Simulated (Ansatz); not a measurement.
V₄GaS₈ (space group F-43m)

```
V4GaS8
1.0
    0.00000     4.75421     4.75421
    4.75421     0.00000     4.75421
    4.75421     4.75421     0.00000
V Ga S
4 1 8
Direct
  0.60388   0.60388   0.18836
  0.60388   0.18836   0.60388
  0.18836   0.60388   0.60388
  0.60388   0.60388   0.60388
  0.00000   0.00000   0.00000
  0.86241   0.86241   0.41276
  0.86241   0.41276   0.86241
  0.41276   0.86241   0.86241
  0.86241   0.86241   0.86241
  0.36948   0.36948   0.89156
  0.36948   0.89156   0.36948
  0.89156   0.36948   0.36948
  0.36948   0.36948   0.36948
```

This relaxed cell (volume V₀) is scaled evenly in all directions, its shape held. The atoms relax within the cell's symmetry.

Method: PBEsol (plane waves to 420 eV, PAW, scalar-relativistic; Ansatz, a program for electronic structure). k mesh 7×7×7 (Γ-centred), Fermi-Dirac smearing 0.05 eV. The energy includes the smearing's −TS. Stress and pressure are positive under compression. V4GaS8 is run without spin polarisation. V4GaS8 was relaxed with its symmetry unable to fall. ΔE is measured from the relaxed starting cell. The last digit holds for this mesh only.

```
V (Å³/atom)  ΔE (meV/atom)
-----------  -------------
13.887               166.4
14.328               108.8
14.768                65.7
15.209                34.9
15.650                14.7
16.091                 3.5
16.532                 0.0
16.973                 3.1
17.414                11.8
17.854                25.3
18.295            withheld
18.736                63.9
19.177                87.9
```

### Question
Fit a third-order Birch-Murnaghan form (E₀, V₀, B₀, B₀′ free) to the given rows and predict ΔE at V = 18.295.

### Answer
Least squares on the 12 given rows: ΔE = E₀ + (9V₀B₀/16)·y²·[2 + (B₀′ − 4)y], y = (V₀/V)^(2/3) − 1, with V₀ = 16.535 Å³/atom, B₀ = 89.24 GPa (160.2 GPa = 1 eV/Å³; the term in eV is multiplied by 1000), B₀′ = 4.89, E₀ = 0.03 meV/atom; root-mean-square residual 0.04 meV/atom. At 18.295 the fit gives 42.8 meV/atom; the calculation gives 42.9 meV/atom, so the interpolation is off by -0.1 (-0.2 %). For the pressure the fit gives -7.1 GPa against the computed -7.0 GPa.

(Under strain, the slope of the energy per volume gives the stress and its curvature an elastic modulus.)
